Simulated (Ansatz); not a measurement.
**GaIr: elastic constants from stress and strain**

```yaml
crystal:
  lattice:
    - [3.00400, 0.00000, 0.00000]
    - [0.00000, 3.00400, 0.00000]
    - [0.00000, 0.00000, 3.00400]
  atoms:
    - { symbol: Ga, position: [0.00000, 0.00000, 0.00000] }
    - { symbol: Ir, position: [0.50000, 0.50000, 0.50000] }
```

Atoms are numbered in the order listed.

The cell is COD entry 1523837, as deposited and not checked against the literature; nothing was relaxed.

No spin–orbit coupling, which matters for the heavy atoms here.

Computed with Ansatz 0.2.0, DFT, PBEsol, all-electron LAPW, scalar-relativistic.

Sampling and basis: a Γ-centred 12×12×12 k mesh, Fermi–Dirac smearing of 0.05 eV, basis error target 0.25 meV/atom, no spin polarisation.

The unstrained cell is at 4.04 GPa. Large strains and very small stresses are left out. Each strain is applied once, with fractional coordinates held (clamped ions), and σ below is the change of stress, positive in tension. One finite strain gives stress–strain coefficients at this pressure with an error of the order of the strain times third-order constants, a few per cent for each per cent of strain. In a metal the k mesh adds noise of tens of per cent to soft shears.

Question: With equal xy, yz and zx engineering shear strains of -1 %, the run gives σxy = -0.84 GPa and γxy = 2εxy = -0.0100. Which stiffness follows?

Answer: C44 (clamped ions) = σxy/γxy = 84 GPa.

Question: With equal xy, yz and zx engineering shear strains of +1 %, the run gives σxy = 0.76 GPa and γxy = 2εxy = 0.0100. Which stiffness follows?

Answer: C44 (clamped ions) = σxy/γxy = 76 GPa.

Question: The two estimates of C44 (clamped ions) differ. Why, and which value is best?

Answer: Finite strains add third-order terms, and in a metal the k mesh adds noise; two strains on one mesh can't tell these apart, so neither value is shown to be the better.
